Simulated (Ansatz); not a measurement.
Values for one crystal, relaxed and computed with the program Ansatz at the r²SCAN level (PAW); other levels are named.

Volume per atom: 29.26 Å³
Band gap: 2.70 eV (indirect)
Valence-band maximum: at W
Conduction-band minimum: at L (4 equivalent valleys)
HSE06 gap on the r²SCAN cell: 3.20 eV
Formation energy from the elements (no fitted shifts): -1368 meV/atom
Electron effective mass with spin–orbit coupling: 0.52, 0.52, 1.1 mₑ (principal values)

### Question
Pick the material that matches.
A) K2TeCl6, Fm-3m (K on 8c, Te on 4a, Cl on 24e)
B) CsCl, CsCl type
C) ScTlTe2, R-3m (Sc on 3a, Tl on 3b, Te on 6c)
D) TePb2S, P4/mmm (Te on 1c, Pb on 1a, Pb on 1d, S on 1b)

### Answer
A, K2TeCl6, Fm-3m (K on 8c, Te on 4a, Cl on 24e)

The workflow started from a Materials Project entry (that database holds measured and hypothetical structures alike); the Crystallography Open Database copy checked does not list it. COD files the formula under space group No. 139, so this cell is another polymorph or a model. Its standing as an ambient phase is unchecked. The r²SCAN relaxation kept the symmetry of its start; whether a distortion lowers the energy is not shown. The references are the lowest solids computed at this level, not always the standard phases (solids in place of the gases). Spin–orbit coupling is left out wherever it is not named.

Potentials: the later of the program's two PAW sets.
